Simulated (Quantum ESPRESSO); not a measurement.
# How field gradients follow strain in AlN (P6₃mc)

```
AlN
1.0
    3.12859     0.00000     0.00000
   -1.56429     2.70944     0.00000
    0.00000     0.00000     5.01696
Al N
2 2
Direct
  0.66667   0.33333   0.49929
  0.33333   0.66667   0.99929
  0.66667   0.33333   0.88071
  0.33333   0.66667   0.38071
```
The geometry is a computed Materials Project entry, not a measured one. It is AlN in P6₃mc. Stability against distortions was not tested.

Isotropic strain: all lattice vectors are scaled together, so the volume changes by about three times as much; fractional positions kept.

Method: field gradients by PBE PAW (JTH datasets; density from pw.x of a modified build of Quantum ESPRESSO, gradients reconstructed from it by a script), 25 Ha, k-mesh 8×8×5 through Γ. Values are those of the named site's first atom. Cores are frozen. Against all-electron runs on small test molecules, this scheme's |Vzz| missed by −7 % on Al, under 1 % on N.

Unchanged cell: Vzz Al (a.u.) = 0.047, Vzz N (a.u.) = 0.002.

**Question.** How do these values move along the path (lattice scale factor: 0.98, 0.99, 1.01, 1.02)?

**Answer.** 
| lattice scale factor | Vzz Al (a.u.) | Vzz N (a.u.) |
|---|---|---|
| 0.98 | 0.051 | 0.006 |
| 0.99 | 0.049 | 0.004 |
| 1 | 0.047 | 0.002 |
| 1.01 | 0.045 | 0.001 |
| 1.02 | 0.044 | -0.001 |

As single numbers, gradients under 0.02 a.u. lie near what cutoff and mesh leave (some 0.003 a.u. in our sweeps); these rows share cutoff and mesh counts, so their differences are steadier.
